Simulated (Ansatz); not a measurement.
# SnTe: stiffness from a series of strains

```
CELL_PARAMETERS angstrom
0.00000 3.15650 3.15650
3.15650 0.00000 3.15650
3.15650 3.15650 0.00000
ATOMIC_POSITIONS crystal
Sn 0.00000 0.00000 0.00000
Te 0.50000 0.50000 0.50000
```

Atoms are numbered in the order listed.

The conventional cell has a = 6.313 Å, b = 6.313 Å, c = 6.313 Å, α = 90.00°, β = 90.00°, γ = 90.00°. Sn (atom 1) is surrounded by 6 Te at 3.16 Å. Te (atom 2) is surrounded by 6 Sn at 3.16 Å.

The cell is COD entry 9008726, as deposited and not checked against the literature; nothing was relaxed.

No spin–orbit coupling, which matters for the heavy atoms here.

Method: Ansatz 0.2.0, DFT, PBEsol, all-electron LAPW, scalar-relativistic.

Settings: a Γ-centred 11×11×11 k mesh, Fermi–Dirac smearing of 0.08 eV, basis error target 0.25 meV/atom, no spin polarisation.

The strain is applied along the Cartesian axes of the cell as listed (the other components stay zero). Fractional coordinates are held (clamped ions).

σ is the change of stress from the unstrained cell, which is at -0.53 GPa; tension is positive, so slopes are stress–strain coefficients at that pressure.

Only quantities that a quadratic follows smoothly over the whole series are listed; rougher ones are left out.

```
    εzz  σzz (GPa)  σxx (GPa)
-0.0200      -2.93      -0.03
-0.0100      -1.38      -0.02
 0.0000       0.00       0.00
 0.0200       2.29       0.05
```

Fit the series and read off the stiffness at zero strain.

Least-squares fits y = p0 + p1 x + p2 x² to the rows give σzz (GPa): p1 = 130, p2 = -800; σxx (GPa): p1 = 2.02, p2 = 27. So C11 = 130 GPa and C12 = 2 GPa, which gives B = (C11 + 2 C12)/3 = 45 GPa.

One run, at εzz = 0.0100, is withheld. Predict its row.

The fits give 1.23, 0.02; the run gave 1.22, 0.02.
